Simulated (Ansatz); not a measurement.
Input file for Ansatz (an electronic-structure program):

Ansatz 0.2 input:
```yaml
crystal:
  lattice:
    - [0.0, 2.1167626516, 2.1167626516]
    - [2.1167626516, 0.0, 2.1167626516]
    - [2.1167626516, 2.1167626516, 0.0]
  atoms:
    - { symbol: Li, position: [0.0, 0.0, 0.0] }
kpoints:
  mp_grid: { grid: [35, 35, 35] }
hamiltonian:
  xc: lda
  pseudopotentials: { azcp: { folder: ./paw }, kind: paw }
scf:
  occupations: { method: fermi_dirac, width: 0.1 }
elastic: { mode: relaxed_ion, stencil: two_point, amplitude: 0.005, f_tol: 0.0005 }
```

Output (shortened):

```
Pseudopotential: Li, paw, valence charge 3
Functional definition: SPW92
Crystal: 1 atoms, lattice volume = 18.969 Å³
Basis set: ecut = 420 eV, 339 PW (Γ)
Bands: 6, of which v1, the nominal top of the filled ones, is band 2 counted from 1 (1 counted from 0)
Symmetry: 48 space group operations
Space group: Fm-3m (ITA 225), of the structure as read, at distance tolerance 2.7e-5 Å
k-points: 1140 of 42875
SCF iter   1: F=—  HF=-201.654280 eV  |F-HF|=—  |Δ(HF+E_count)|=         —  Δρ=5.99e-3  dr2=5.31e-3  ethr=3.10e-3  ⟨swp⟩=3.7  Hψ=51408  notcnv=0
preconditioner: auto → none
SCF iter   2: F=—  HF=-201.650546 eV  |F-HF|=—  |Δ(HF+E_count)|=   3.73e-3  Δρ=2.43e-3  dr2=1.01e-3  ethr=1.77e-4  ⟨swp⟩=2.4  Hψ=18751  notcnv=0  defer=4
SCF iter   3: F=—  HF=-201.650173 eV  |F-HF|=—  |Δ(HF+E_count)|=   3.74e-4  Δρ=1.60e-4  dr2=2.73e-6  ethr=3.37e-5  ⟨swp⟩=2.2  Hψ=11429  notcnv=0  defer=4
SCF iter   4: F=—  HF=-201.650182 eV  |F-HF|=—  |Δ(HF+E_count)|=   9.02e-6  Δρ=3.32e-6  dr2=8.52e-10  ethr=9.10e-8  ⟨swp⟩=2.4  Hψ=8513  notcnv=0  defer=4
SCF iter   5: F=—  HF=-201.650181 eV  |F-HF|=—  |Δ(HF+E_count)|=   1.82e-7  Δρ=7.61e-7  dr2=5.17e-11  ethr=2.84e-11  ⟨swp⟩=2.0  Hψ=8687  notcnv=0  defer=4
SCF iter   6: F=-201.650181 eV  HF=-201.650181 eV  |F-HF|=8.53e-14  |Δ(HF+E_count)|=  4.90e-11  Δρ=2.39e-8  dr2=5.55e-14  ethr=1.00e-12  ⟨swp⟩=2.7  Hψ=20579  notcnv=0
the search or the solves at the SCF's close seem to have found levels that the self-consistency loop had missed (the run counts 1) …
SCF 1 converged in 6 iterations: F = -201.650181 eV  dr2 = 5.55e-14
Crystal: 1 atoms, lattice volume = 18.874 Å³
Symmetry: 16 space group operations
k-points: 3078 of 42875
iter 1 solved again at ethr=1.27e-8 eV; its pass at ethr=3.10e-3 eV (dr2=3.81e-7 eV) is discarded
SCF iter   1: F=—  HF=-201.650156 eV  |F-HF|=—  |Δ(HF+E_count)|=         —  Δρ=4.16e-5  dr2=3.39e-7  ethr=1.27e-8  ⟨swp⟩=2.0  Hψ=185921  notcnv=0  defer=25
preconditioner: auto → none
SCF iter   2: F=—  HF=-201.650156 eV  |F-HF|=—  |Δ(HF+E_count)|=   2.76e-8  Δρ=2.05e-5  dr2=8.16e-8  ethr=1.13e-8  ⟨swp⟩=1.0  Hψ=18430  notcnv=0  defer=25
SCF iter   3: F=—  HF=-201.650156 eV  |F-HF|=—  |Δ(HF+E_count)|=   4.77e-9  Δρ=5.42e-7  dr2=2.67e-11  ethr=2.72e-9  ⟨swp⟩=2.0  Hψ=21508  notcnv=0  defer=25
SCF iter   4: F=—  HF=-201.650156 eV  |F-HF|=—  |Δ(HF+E_count)|=  5.02e-11  Δρ=6.83e-8  dr2=5.41e-13  ethr=8.88e-13 (applied; sched 1.00e-12)  ⟨swp⟩=2.1  Hψ=22338  notcnv=0  defer=25
SCF iter   5: F=-201.650156 eV  HF=-201.650156 eV  |F-HF|=2.84e-14  |Δ(HF+E_count)|=  4.55e-13  Δρ=3.55e-9  dr2=1.69e-15  ethr=1.00e-12  ⟨swp⟩=3.4  Hψ=39036  notcnv=0
SCF 2 converged in 5 iterations: F = -201.650156 eV  dr2 = 1.69e-15
Crystal: 1 atoms, lattice volume = 19.064 Å³
iter 1 solved again at ethr=2.22e-10 eV; its pass at ethr=3.10e-3 eV (dr2=6.66e-9 eV) is discarded
SCF iter   1: F=—  HF=-201.650154 eV  |F-HF|=—  |Δ(HF+E_count)|=         —  Δρ=4.09e-5  dr2=6.66e-9  ethr=2.22e-10  ⟨swp⟩=1.8  Hψ=182851  notcnv=0  defer=10
preconditioner: auto → none
SCF iter   2: F=—  HF=-201.650154 eV  |F-HF|=—  |Δ(HF+E_count)|=   3.81e-7  Δρ=2.05e-5  dr2=1.67e-9  ethr=2.22e-10  ⟨swp⟩=1.0  Hψ=18435  notcnv=0  defer=10
SCF iter   3: F=-201.650154 eV  HF=-201.650154 eV  |F-HF|=0.00e0  |Δ(HF+E_count)|=   1.27e-7  Δρ=8.37e-9  dr2=5.83e-15  ethr=1.00e-12  ⟨swp⟩=3.0  Hψ=55860  notcnv=0
SCF 3 converged in 3 iterations: F = -201.650154 eV  dr2 = 5.83e-15
Crystal: 1 atoms, lattice volume = 18.969 Å³
Symmetry: 8 space group operations
k-points: 5832 of 42875
iter 1 solved again at ethr=1.49e-8 eV; its pass at ethr=3.10e-3 eV (dr2=4.48e-7 eV) is discarded
SCF iter   1: F=—  HF=-201.650165 eV  |F-HF|=—  |Δ(HF+E_count)|=         —  Δρ=4.17e-5  dr2=3.86e-7  ethr=1.49e-8  ⟨swp⟩=2.0  Hψ=352111  notcnv=0  defer=37
preconditioner: auto → none
SCF iter   2: F=—  HF=-201.650165 eV  |F-HF|=—  |Δ(HF+E_count)|=   6.79e-8  Δρ=2.17e-5  dr2=1.06e-7  ethr=1.29e-8  ⟨swp⟩=1.0  Hψ=34934  notcnv=0  defer=37
SCF iter   3: F=—  HF=-201.650165 eV  |F-HF|=—  |Δ(HF+E_count)|=   2.58e-8  Δρ=1.98e-7  dr2=1.31e-12  ethr=3.53e-9  ⟨swp⟩=1.0  Hψ=34934  notcnv=0  defer=37
SCF iter   4: F=—  HF=-201.650165 eV  |F-HF|=—  |Δ(HF+E_count)|=  4.67e-11  Δρ=3.78e-8  dr2=2.69e-13  ethr=1.00e-12  ⟨swp⟩=4.1  Hψ=81213  notcnv=0
SCF iter   5: F=-201.650165 eV  HF=-201.650165 eV  |F-HF|=0.00e0  |Δ(HF+E_count)|=  2.56e-13  Δρ=1.95e-9  dr2=2.30e-16  ethr=1.00e-12  ⟨swp⟩=2.6  Hψ=67291  notcnv=0
SCF 4 converged in 5 iterations: F = -201.650165 eV  dr2 = 2.30e-16
Crystal: 1 atoms, lattice volume = 18.969 Å³
iter 1 solved again at ethr=1.12e-10 eV; its pass at ethr=3.10e-3 eV (dr2=3.37e-9 eV) is discarded
SCF iter   1: F=—  HF=-201.650165 eV  |F-HF|=—  |Δ(HF+E_count)|=         —  Δρ=2.93e-5  dr2=3.37e-9  ethr=1.12e-10  ⟨swp⟩=1.5  Hψ=345006  notcnv=0  defer=16
preconditioner: auto → none
SCF iter   2: F=—  HF=-201.650165 eV  |F-HF|=—  |Δ(HF+E_count)|=   1.94e-7  Δρ=1.46e-5  dr2=8.42e-10  ethr=1.12e-10  ⟨swp⟩=1.0  Hψ=34934  notcnv=0  defer=16
SCF iter   3: F=-201.650165 eV  HF=-201.650165 eV  |F-HF|=0.00e0  |Δ(HF+E_count)|=   6.47e-8  Δρ=4.15e-9  dr2=2.62e-15  ethr=1.00e-12  ⟨swp⟩=2.8  Hψ=102906  notcnv=0
SCF 5 converged in 3 iterations: F = -201.650165 eV  dr2 = 2.62e-15
SCF converged after 6 iterations
Free energy (F): -201.650181 eV
Harris-Foulkes:  -201.650181 eV  (|F-HF|=8.53e-14)
Internal energy: -201.634204 eV  (E = F + TS)
E sigma→0 (E₀):  -201.642193 eV
Entropy (-TS):   -0.015978 eV (-15.978 meV/atom)
Fermi energy:    1.092217 eV
--- Per-component energies (eV) ---
  E_band       = -89.035773
  E_kinetic    = 15.837248
  E_local      = -137.641974  (includes V_loc(G=0)·N_el)
  E_nonlocal   = -19.525511
  E_hartree    = 39.491283
  E_xc         = -8.202739
  E_vxc        = -10.680964  (∫ρ·V_xc dr)
  E_paw        = -21.416794  (= ΣΔE_a)
  E_vpaw       = -16.007392  (= ΣTr[D̂ρ^β])
  E_aug_tail   = 0.000254  (compensation charges beyond the density's cutoff)
  E_ewald      = -70.175971
  E_smearing   = -0.015978  (= −TS)
  E_closure    = 0.000000  (closes the sum)
  Σ components = -201.650181   (vs F -201.650181, Δ=0.00e0)
  [band-id]    e_kinetic+e_local+e_nonlocal+2·e_hartree+e_vxc+e_vpaw+e_augmentation_tail = -89.035772   (vs E_band -89.035773, Δ=1.10e-6)
--- Forces (eV/Å), atoms counted from 1 ---
  atom   1  Li     0.00000000     0.00000000     0.00000000
  max |Σ_I F_I| component: 0.0 eV/Å
--- Stress (GPa, compression-positive) ---
       -0.001752       0.000000       0.000000
        0.000000      -0.001752       0.000000
        0.000000       0.000000      -0.001752
  P = ⅓ Tr σ = -0.0018 GPa (-0.018 kbar)
--- Band table (eV; the first three rows and the last of 1140) ---
  k-point 0: bands = ["-44.4005", "-2.4860", "15.8796", "15.8796", "15.8796", "20.1187"]
  k-point 1: bands = ["-44.4002", "-2.4713", "15.7101", "15.8436", "15.8436", "19.8067"]
  k-point 2: bands = ["-44.3996", "-2.4274", "15.2306", "15.7429", "15.7429", "19.4646"]
  k-point 1139: bands = ["-44.3659", "4.5809", "4.6945", "5.7724", "10.3684", "18.7159"]
--- Elastic constants: 2 strain directions × 2 members + reference (group order 48) ---
  dense FFT box of the reference and of every strained cell: 24×24×24
  strains applied: 11, 23; error gains: componentwise 1.00 (the most a stress slope's error grows in a printed constant), spectral 1.73 (1 for all six strains …
  C = ∂σ_k/∂η_j (tension-positive GPa; Voigt order 11 22 33 23 13 12):
        17.658     13.563     13.563      0.000      0.000      0.000
        13.563     17.658     13.563      0.000      0.000      0.000
        13.563     13.563     17.658      0.000      0.000      0.000
         0.000      0.000      0.000     10.911      0.000      0.000
         0.000      0.000      0.000      0.000     10.911      0.000
         0.000      0.000      0.000      0.000      0.000     10.911
  reference stress σ⁰ (GPa):      0.002      0.002      0.002      0.000      0.000      0.000
  C* (energy form; C + prestress term) asymmetry max|C*_kj − C*_jk| = 8.882e-15 GPa — a small one proves nothing (zero by symmetry where the batch's group is …
  moduli (Voigt/Reuss/Hill, GPa): K = 14.93/14.93/14.93   G = 7.37/3.99/5.68   E = 15.12   ν = 0.331
  mechanically stable: yes (min eigenvalue of sym C = 4.10 GPa)
  where every solve meets its electron count the energy-path curvature estimates C_jj along a normal strain and C_jj − ¼(σ⁰_aa + σ⁰_bb) along a shear (ab), of …
  strain η (Voigt 11):  stress-route row diagonal C_11 = 17.66 GPa, energy-path curvature d²(F+E_count+ΔE)/dδ²/Ω₀ = 17.66 GPa
         δ    σ_11 (GPa)             F (eV)   n_scf  n_hpsi   n_pw
    -5.000e-3      -0.0871        -201.6501562       5  319981    380   relax 0 steps, max|allowed force component| 0.00e0 eV/Å
     5.000e-3       0.0895        -201.6501544       3  290034    384   relax 0 steps, max|allowed force component| 0.00e0 eV/Å
  strain η (Voigt 23):  stress-route row diagonal C_44 = 10.91 GPa, energy-path curvature d²(F+E_count+ΔE)/dδ²/Ω₀ = 10.91 GPa
         δ    σ_23 (GPa)             F (eV)   n_scf  n_hpsi   n_pw
    -5.000e-3      -0.0546        -201.6501653       5  632575    383   relax 0 steps, max|allowed force component| 0.00e0 eV/Å
     5.000e-3       0.0546        -201.6501653       3  544896    383   relax 0 steps, max|allowed force component| 0.00e0 eV/Å
```

Cost: very roughly 5 core-minutes on shared cores.

The workflow started from a Materials Project entry (that database holds measured and hypothetical structures alike); the Crystallography Open Database files this formula in space group No. 225, but the cells were not matched. It is not the phase usual at ambient conditions (space group No. 229). The LDA relaxation kept the symmetry of its start; whether a distortion lowers the energy is not shown. As this level gives no gap, shear constants depend on the k-mesh and smearing (Fermi–Dirac, 0.1 eV here).

Potentials: the earlier of the program's two PAW sets.

Ansatz is a plane-wave DFT program.
